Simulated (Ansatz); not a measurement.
CdSe:
```
CELL_PARAMETERS angstrom
      0.00000     3.09813     3.09813
      3.09813     0.00000     3.09813
      3.09813     3.09813     0.00000
ATOMIC_POSITIONS crystal
  Se 0.75000 0.75000 0.75000
  Cd 0.00000 0.00000 0.00000
```

Relaxed with PBE. Special points in fractions of this cell's reciprocal vectors: Γ (0.000, 0.000, 0.000); X (0.500, 0.000, 0.500); U (0.625, 0.250, 0.625); K (0.375, 0.375, 0.750); L (0.500, 0.500, 0.500); W (0.500, 0.250, 0.750).

Q: List the band energies nearest the valence-band maximum at these points for DFT-PBE in the program Ansatz with PAW potentials.

A: In eV from the valence-band maximum; about four levels below and three above (degenerate sets whole), none deeper than 8.9 eV; … stands for higher levels left out; points with the same levels are listed once.

```tsv
k	below	above
Γ	-7.44 -7.44 0.00 0.00 0.00	0.49 …
X	-7.13 -3.83 -1.67 -1.67	3.25 3.70 8.84
U	-7.06 -3.76 -2.28 -1.36	3.71 5.03 8.11
L	-7.18 -4.07 -0.67 -0.67	2.32 6.43 6.43
W	-7.03 -3.73 -2.03 -1.98	4.79 5.22 6.36
```

Space group F-43m (zinc blende). The PBE relaxation kept the symmetry of its start. Scalar-relativistic: spin–orbit coupling is off unless named, which matters more the heavier the elements.

Potentials: the later of the program's two PAW sets.
